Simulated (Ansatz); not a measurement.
C:
```
CELL_PARAMETERS angstrom
      2.58231     0.00000     0.00000
      0.00000     2.58231     0.00000
      0.00000     0.00000     5.96932
ATOMIC_POSITIONS crystal
  C  0.00000 0.00000 0.75000
  C  0.00000 0.00000 0.25000
  C  0.50000 0.00000 0.88791
  C  0.50000 0.00000 0.11209
  C  0.00000 0.50000 0.38791
  C  0.00000 0.50000 0.61209
```

Relaxed with PBEsol. Special points in fractions of this cell's reciprocal vectors: Γ (0.000, 0.000, 0.000); X (0.000, 0.500, 0.000); M (0.500, 0.500, 0.000); Z (0.000, 0.000, 0.500); R (0.000, 0.500, 0.500); A (0.500, 0.500, 0.500).

Question: List the band energies nearest the Fermi level at these points for PBEsol in the plane-wave PAW code Ansatz.

Answer: In eV from the Fermi level; about four levels below and three above (degenerate sets whole), none deeper than 8.9 eV; points with the same levels are listed once.

| k | below | above |
|---|---|---|
| Γ | -4.52 -4.52 -2.76 -0.55 -0.55 | 3.20 4.18 5.44 |
| X | -5.35 -4.04 -3.34 -0.19 | 1.11 5.28 6.43 |
| M | -7.10 -4.98 -4.07 -2.57 | 4.23 6.41 6.41 |
| Z | -5.20 -5.20 -4.75 -4.75 | 0.84 0.84 3.57 3.57 |
| R | -5.26 -3.68 -3.40 -0.18 | 2.18 5.24 6.66 |
| A | -7.18 -7.18 -6.18 -6.18 | 1.02 1.02 5.13 5.13 |

Space group P4_2/mmc. The start of the workflow was typed in or built on a structure type; neither database checked (COD, Materials Project) lists it. It is not the phase usual at ambient conditions (space group No. 194, 227). The cell was relaxed with PBEsol under the symmetry of its start; of distortions, only those at the zone centre were tested.

Potentials: the later of the program's two PAW sets.
